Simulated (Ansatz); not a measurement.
Relaxed-ion elastic tensor of TiO2 (anatase, I4_1/amd) in GPa (Voigt order), LDA in the plane-wave PAW code Ansatz; density 4.01 g/cm³, 11.02 Å³ per atom.

```
 389   164   160   0.0   0.0   0.0
 164   389   160   0.0   0.0   0.0
 160   160   202   0.0   0.0   0.0
 0.0   0.0   0.0  46.8   0.0   0.0
 0.0   0.0   0.0   0.0  46.8   0.0
 0.0   0.0   0.0   0.0   0.0  61.8
```

Problem. Is the crystal mechanically stable?

Solution. Yes: the smallest eigenvalue of C is 46.8 GPa.

Problem. Work out the Voigt, Reuss and Hill averages.

Solution. K_V = 216, K_R = 191, K_H = 204; G_V = 64.2, G_R = 56.1, G_H = 60.2 GPa.

Problem. Give Young's modulus, Poisson's ratio, Pugh's ratio and the universal anisotropy index.

Solution. E = 9KG/(3K + G) = 164 GPa; ν = 0.37; K/G = 3.39 (ductile by the Pugh limit of 1.75); A_U = 5G_V/G_R + K_V/K_R − 6 = 0.86.

Problem. Estimate the sound speeds and the Debye temperature.

Solution. v_l = √((K + 4G/3)/ρ) = 8410 m/s, v_t = √(G/ρ) = 3870 m/s, mean 4360 m/s; Θ = (h/k)(3n/4πV)^(1/3) v_m = 584 K.

Problem. How much does each axis shrink under pressure?

Solution. Linear compressibilities β_i = Σ_j S_ij (j = 1 to 3): x 0.70, y 0.70, z 3.8 per TPa.

The cell was relaxed with LDA under the symmetry of its start; of distortions, only those at the zone centre were tested. No spin polarisation was allowed.

Potentials: the later of the program's two PAW sets.
